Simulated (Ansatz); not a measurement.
An elastic tensor (GPa, Voigt order, standard axes) from PBEsol in the plane-wave PAW code Ansatz:

```
 120  23.8  23.8   0.0   0.0   0.0
23.8   120  23.8   0.0   0.0   0.0
23.8  23.8   120   0.0   0.0   0.0
 0.0   0.0   0.0   6.2   0.0   0.0
 0.0   0.0   0.0   0.0   6.2   0.0
 0.0   0.0   0.0   0.0   0.0   6.2
```

Question: Pick the material that matches.
A) MgO, rock salt
B) BaTe, rock salt
C) ZrC, rock salt
D) InSb, rock salt

Answer: D, InSb, rock salt

Space group Fm-3m (rock salt). The workflow started from a Materials Project entry (that database holds measured and hypothetical structures alike); the Crystallography Open Database copy checked does not list it. It is not the phase usual at ambient conditions (space group No. 216). Symmetry was held in the PBEsol relaxation; its stability against distortions is not shown here. As this level gives no gap, shear constants depend on the k-mesh and smearing (Fermi–Dirac, 0.1 eV here). Scalar-relativistic: spin–orbit coupling is off unless named, which matters more the heavier the elements.

Potentials: the later of the program's two PAW sets.
